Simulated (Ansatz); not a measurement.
# La3N2, before and after

Recipe of this trial structure of La3N2: random cell by space group and Wyckoff sites (P4mm, No. 99). Its size is a rough estimate.

start.cif

```cif
data_structure
_symmetry_space_group_name_H-M 'P4mm'
_symmetry_Int_Tables_number 99
_cell_length_a 4.3441
_cell_length_b 4.3441
_cell_length_c 6.2535
_cell_angle_alpha 90.000
_cell_angle_beta 90.000
_cell_angle_gamma 90.000
_cell_volume 118.01
loop_
_atom_site_label
_atom_site_type_symbol
_atom_site_symmetry_multiplicity
_atom_site_Wyckoff_symbol
_atom_site_fract_x
_atom_site_fract_y
_atom_site_fract_z
_atom_site_occupancy
La1 La 2 c 0.50000 0.00000 0.87886 1
La2 La 1 b 0.50000 0.50000 0.25069 1
N1 N 2 c 0.50000 0.00000 0.57348 1
```

These are results of DFT PBE, scalar-relativistic, plane waves, PAW in Ansatz, not measurements. Cutoff 420 eV, Gaussian smearing, Γ-centred meshes. Cell and atoms relax first on a coarse mesh and then on a finer one. In between, the cell is made exact in the group found at 0.06 Å. In metals the finer mesh still leaves noise of several meV/atom or more. The steps can't lower the symmetry of their start. No spin polarisation.

end.cif

```cif
data_structure
_symmetry_space_group_name_H-M 'P4/mmm'
_symmetry_Int_Tables_number 123
_cell_length_a 5.4844
_cell_length_b 5.4844
_cell_length_c 4.6358
_cell_angle_alpha 90.000
_cell_angle_beta 90.000
_cell_angle_gamma 90.000
_cell_volume 139.44
loop_
_atom_site_label
_atom_site_type_symbol
_atom_site_symmetry_multiplicity
_atom_site_Wyckoff_symbol
_atom_site_fract_x
_atom_site_fract_y
_atom_site_fract_z
_atom_site_occupancy
La1 La 2 e 0.50000 0.00000 0.50000 1
La2 La 1 c 0.50000 0.50000 0.00000 1
N1 N 2 f 0.50000 0.00000 0.00000 1
```

The symmetry goes from P4mm (No. 99) to P4/mmm (No. 123). The volume per atom grows by 18.2 %, from 23.6 to 27.9 Å³. The shortest distance goes from 1.91 Å (La–N) to 2.32 Å (La–N). The energy falls by about 1.2 eV/atom (the start's value is from the coarse mesh). The end is written in a standard setting, so origin, axes and order of atoms can differ from the start's.

```json
{
 "Volume per atom": "27.89 Å³",
 "Density": "5.30 g/cm³",
 "Energy over the elements": "−0.23 eV/atom",
 "Gap on the 8×8×8 mesh of the 5-atom cell": "0 eV (a metal)"
}
```

The zero of energy is the elements' standard structures at the same level (N₂ as a molecule); no fitted shifts are applied.

The last run used Gaussian smearing of 0.10 eV. An odd number of electrons in the primitive cell allows no gap without spin; a larger cell or a magnetic state could open one. The cell is a metal run without spin; a magnetic state may lie lower. A structure relaxed within its symmetry needn't be a true minimum. In all, the 4 runs took 6.9 min on 1 thread of Intel(R) Xeon(R) 6975P-C (Granite Rapids), on a shared host. Another cell of La3N2 relaxed alike, in Immm, lies 0.78 eV/atom lower, so this cell isn't the stable form at this level.
